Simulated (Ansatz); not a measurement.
A relaxation computed with Ansatz, from input to last step.

```yaml
crystal:
  lattice:
    - [2.8740218742, 0.0, 0.0]
    - [-1.4370109371, 2.4889759541, 0.0]
    - [0.0, 0.0, 10.3298913427]
  atoms:
    - { symbol: Li, position: [0.0, 0.0, 0.0] }
    - { symbol: Li, position: [0.0, 0.0, 0.5] }
    - { symbol: Nb, position: [0.3333333333, 0.6666666667, 0.75] }
    - { symbol: Nb, position: [0.6666666667, 0.3333333333, 0.25] }
    - { symbol: O, position: [0.3333333333, 0.6666666667, 0.1231766286] }
    - { symbol: O, position: [0.6666666667, 0.3333333333, 0.6231766286] }
    - { symbol: O, position: [0.3333333333, 0.6666666667, 0.3768233714] }
    - { symbol: O, position: [0.6666666667, 0.3333333333, 0.8768233714] }
basis:
  ecutwfc: 500
kpoints:
  mp_grid: { grid: [12, 12, 4] }
hamiltonian:
  xc: r2scan
scf:
  occupations: { method: gaussian, width: 0.02 }
output:
  forces: true
  stress: true
  eigenvalues: true
relax:
  adjacent_minimum: "off"
  f_tol: 0.01
  max_steps: 30
  cell: { stress_tol: 0.1, fix: [volume] }
```

```bash
ansatz run input.yaml --threads 2 --pin off --max-ram 5120MiB --backend cpu --events-out ev --progress --plain --runs-dir out
```

The calculation used DFT r2SCAN, scalar-relativistic, plane waves, PAW (Ansatz).

The volume is held at 0.97 times that of the relaxed cell.

Of 5 frames 4 are shown, positions in Å and forces in eV/Å; the SCF threshold varies from step to step. Steps run on the plane waves of an earlier cell, with a Pulay correction in the pressure. The basis is chosen afresh for the last frame, the zero of the energies, and at times for earlier ones too; energy and pressure can step there, also at an unchanged geometry. Where two frames share a geometry here, they differ by under 2 meV/atom and 0.3 GPa.

```xyz
8
Lattice="2.8740 0.0000 0.0000 -1.4370 2.4890 0.0000 0.0000 0.0000 10.3299" Properties=species:S:1:pos:R:3:forces:R:3 pbc="T T T" step=1 free_energy_over_end_meV_per_atom=2.08 pressure_GPa=7.55
Li    0.0000    0.0000    0.0000    0.0000    0.0000    0.0000
Li    0.0000    0.0000    5.1649    0.0000    0.0000    0.0000
Nb    0.0000    1.6593    7.7474    0.0000    0.0000    0.0000
Nb    1.4370    0.8297    2.5825    0.0000    0.0000    0.0000
O     0.0000    1.6593    1.2724    0.0000    0.0000   -0.4103
O     1.4370    0.8297    6.4373    0.0000    0.0000   -0.4103
O     0.0000    1.6593    3.8925    0.0000    0.0000    0.4103
O     1.4370    0.8297    9.0575    0.0000    0.0000    0.4103
8
Lattice="2.8849 0.0000 0.0000 -1.4424 2.4984 0.0000 0.0000 0.0000 10.2523" Properties=species:S:1:pos:R:3:forces:R:3 pbc="T T T" step=2 free_energy_over_end_meV_per_atom=0.08 pressure_GPa=5.25
Li    0.0000    0.0000    0.0000    0.0000    0.0000    0.0000
Li    0.0000    0.0000    5.1262    0.0000    0.0000    0.0000
Nb    0.0000    1.6656    7.6892    0.0000    0.0000    0.0000
Nb    1.4424    0.8328    2.5631    0.0000    0.0000    0.0000
O     0.0000    1.6656    1.2452    0.0000    0.0000   -0.0603
O     1.4424    0.8328    6.3714    0.0000    0.0000   -0.0603
O     0.0000    1.6656    3.8809    0.0000    0.0000    0.0603
O     1.4424    0.8328    9.0071    0.0000    0.0000    0.0603
8
Lattice="2.8797 0.0000 0.0000 -1.4398 2.4939 0.0000 0.0000 0.0000 10.2895" Properties=species:S:1:pos:R:3:forces:R:3 pbc="T T T" step=3 free_energy_over_end_meV_per_atom=0.07 pressure_GPa=5.06
Li    0.0000    0.0000    0.0000    0.0000    0.0000    0.0000
Li    0.0000    0.0000    5.1448    0.0000    0.0000    0.0000
Nb    0.0000    1.6626    7.7171    0.0000    0.0000    0.0000
Nb    1.4398    0.8313    2.5724    0.0000    0.0000    0.0000
O     0.0000    1.6626    1.2472    0.0000    0.0000    0.0558
O     1.4398    0.8313    6.3920    0.0000    0.0000    0.0558
O     0.0000    1.6626    3.8975    0.0000    0.0000   -0.0558
O     1.4398    0.8313    9.0423    0.0000    0.0000   -0.0558
8
Lattice="2.8823 0.0000 0.0000 -1.4411 2.4961 0.0000 0.0000 0.0000 10.2709" Properties=species:S:1:pos:R:3:forces:R:3 pbc="T T T" step=5 free_energy_over_end_meV_per_atom=0.00 pressure_GPa=5.14
Li    0.0000    0.0000    0.0000    0.0000    0.0000    0.0000
Li    0.0000    0.0000    5.1354    0.0000    0.0000    0.0000
Nb    0.0000    1.6641    7.7032    0.0000    0.0000    0.0000
Nb    1.4411    0.8320    2.5677    0.0000    0.0000    0.0000
O     0.0000    1.6641    1.2461    0.0000    0.0000   -0.0001
O     1.4411    0.8320    6.3816    0.0000    0.0000   -0.0001
O     0.0000    1.6641    3.8893    0.0000    0.0000    0.0001
O     1.4411    0.8320    9.0248    0.0000    0.0000    0.0001
```

Time: 38 s on 2 threads of Arm Neoverse V2, with other jobs on the host, peak memory 0.65 GiB.